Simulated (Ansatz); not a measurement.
A geometry of Ga₂Cu away from equilibrium: step 2 of the relaxation of a generated trial cell of Ga2Cu in the AFLOW prototype AB2_oI6_71_a_g (as in MoPt2). The numbers are results of PBEsol (plane waves to 420 eV, PAW, scalar-relativistic; Ansatz, a first-principles code), not measurements. Γ-centred k-mesh 14×14×14 on the run's cell (coarser than for final values), Fermi–Dirac smearing 0.05 eV. The plane waves were selected for a different cell earlier on the path.

```yaml
crystal:
  lattice:
    - [-1.38054, 1.90898, 4.05572]
    - [1.38054, -1.90898, 4.05572]
    - [1.38054, 1.90898, -4.05572]
  atoms:
    - { symbol: Cu, position: [0.00000, 0.00000, 0.00000] }
    - { symbol: Ga, position: [0.65729, 0.65729, 0.00000] }
    - { symbol: Ga, position: [0.34271, 0.34271, 0.00000] }
```

What forces act on the atoms (eV/Å)?


| atom | Fx | Fy | Fz |
|---|---|---|---|
| Cu1 | 0.00 | 0.00 | 0.00 |
| Ga2 | 0.00 | 0.00 | 0.39 |
| Ga3 | 0.00 | 0.00 | -0.39 |

The path ends in Immm (No. 71). No spin polarisation in the result.

The run could not lose the symmetry of its start, so the end can be a saddle point.

The end of the path is a generated cell of Ga2Cu: the first start was made by placing the elements on the sites of a structure type, and the end was not matched to a known phase here, so it may be hypothetical.
